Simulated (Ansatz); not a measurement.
What DFT gives for Ni₆Ge₂B

```yaml
crystal:
  lattice:
    - [6.22579, 0.00000, 0.00000]
    - [-3.11289, 5.39169, 0.00000]
    - [0.00000, 0.00000, 2.95228]
  atoms:
    - { symbol: B, position: [0.00000, 0.00000, 0.50000] }
    - { symbol: Ge, position: [0.33330, 0.66670, 0.00000] }
    - { symbol: Ge, position: [0.66670, 0.33330, 0.00000] }
    - { symbol: Ni, position: [0.60800, 0.00000, 0.50000] }
    - { symbol: Ni, position: [0.39200, 0.39200, 0.50000] }
    - { symbol: Ni, position: [0.00000, 0.60800, 0.50000] }
    - { symbol: Ni, position: [0.24700, 0.00000, 0.00000] }
    - { symbol: Ni, position: [0.75300, 0.75300, 0.00000] }
    - { symbol: Ni, position: [0.00000, 0.24700, 0.00000] }
```

Level: r2SCAN, no spin polarisation; 500 eV; 5×5×9 Γ-centred mesh; cold occupations (width 0.0459 eV); Ansatz 0.2.0, fixed geometry.

- Charges: Bader charges in e: Ni +0.02, Ge +0.08, B -0.30. In the mean Ge gives up most and B takes most.
- Contacts: B–Ni at 2.13 Å: least valence density 0.49 e/Å³ and ELF 0.51 there. Ge–Ni at 2.39 Å: least valence density 0.43 e/Å³ and ELF 0.40 there. Ni–Ni at 2.60 Å: least valence density 0.27 e/Å³ and ELF 0.24 there. These are pseudo-fields; inside the PAW spheres they differ from the all-electron ones.
- Stress: The pressure is -7.8 GPa (compression positive), so with the atoms held at these fractions the cell would first shrink; the forces are large, so a full relaxation may end otherwise.
- Electronic structure: It is a metal, with about 5 states/eV a cell as the mean within 0.25 eV of the Fermi level, mostly Ni d (72 %).
- Forces: The largest is on Ni7 (and as large on other atoms): 1.03 eV/Å, components (-1.03, 0.00, 0.00). It makes 44° with the line to a nearest neighbour, B1 at 2.13 Å, pointing towards it.
- Formation energy: -0.25 eV an atom against the elements' usual phases (free molecules for gases, crystals otherwise, with no correction for O₂ or N₂), so it is bound against them; other compounds may still compete. Relaxing would lower it.

Origin: a known structure type with other elements, at an estimated volume, so it need not be a known compound. Caveats: no spin polarisation, so a magnetic state may lie lower.
